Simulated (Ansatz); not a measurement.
The relaxed structure here is a generated cell of ZnO: the first start was made by placing the elements on the sites of a structure type, and the end was not matched to a known phase here, so it may be hypothetical. Known forms of ZnO include space group No. 186.

A relaxed structure of ZnO. Method: PBEsol (plane waves to 420 eV, PAW, scalar-relativistic; Ansatz, a quantum-chemistry and plane-wave program).

```cif
data_OZn
_chemical_formula_sum 'Zn1 O1'
_space_group_name_H-M_alt 'P 1'
_space_group_IT_number 1
_cell_length_a 2.64461
_cell_length_b 2.64461
_cell_length_c 2.64461
_cell_angle_alpha 90.000
_cell_angle_beta 90.000
_cell_angle_gamma 90.000
loop_
_space_group_symop_operation_xyz
  'x, y, z'
loop_
_atom_site_label
_atom_site_type_symbol
_atom_site_fract_x
_atom_site_fract_y
_atom_site_fract_z
_atom_site_occupancy
Zn1 Zn 0.50000 0.50000 0.50000 1
O1 O 0.00000 0.00000 0.00000 1
```

Problem. Determine the symmetry and give the standard cell with its independent sites.

Solution. Space group Pm-3m (No. 221); a = b = c = 2.6446 Å, α = β = γ = 90.00°

```csv
atom,site,symmetry,x,y,z
Zn,1b,m-3m,0.5000,0.5000,0.5000
O,1a,m-3m,0.0000,0.0000,0.0000
```

This is the CsCl type.

Problem. Give the shortest distances between elements (the closest pairs, up to four, under 3.6 Å).

Solution. O–Zn 2.29 Å; Zn–Zn 2.64 Å; O–O 2.64 Å.

```yaml
volume_per_atom: 9.25 Å³
density: 7.31 g/cm³
band_gap: no gap (metallic)
```

No spin polarisation in the result.

The run could not lose the symmetry of its start, so the end can be a saddle point.

All atoms sit on sites fixed by symmetry, so only the cell could relax.
